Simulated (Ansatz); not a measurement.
Polymorphs of TiC, each relaxed with the program Ansatz at the r²SCAN level (PAW):

A: P6_3/mmc
a = 3.605 Å, b = 3.605 Å, c = 4.285 Å, α = 90.00°, β = 90.00°, γ = 120.00°

| atom | site | symmetry | x | y | z |
|---|---|---|---|---|---|
| Ti | 2c | -6m2 | 0.3333 | 0.6667 | 0.2500 |
| C | 2d | -6m2 | 0.6667 | 0.3333 | 0.2500 |

B: rock salt (Fm-3m)
a = 4.328 Å, b = 4.328 Å, c = 4.328 Å, α = 90.00°, β = 90.00°, γ = 90.00°

```tsv
atom	site	symmetry	x	y	z
Ti	4b	m-3m	0.5000	0.5000	0.5000
C	4a	m-3m	0.0000	0.0000	0.0000
```

**Question.** Rank these by energy per atom at 0 K (lowest first), as r²SCAN gives it.

**Answer.** B (+0 meV/atom), A (+237 meV/atom)

Typed or built starts, not in the databases checked: A. Not the usual ambient phase: A. All cells were relaxed under the symmetry of their starts (and spin orders); stability against distortions was not tested throughout. Rows with no word on spin ran without spin polarisation.

Energies hold the estimated change up to a 700 eV cutoff; steps of a few meV lie near the error of the meshes.

Potentials: the later of the program's two PAW sets.
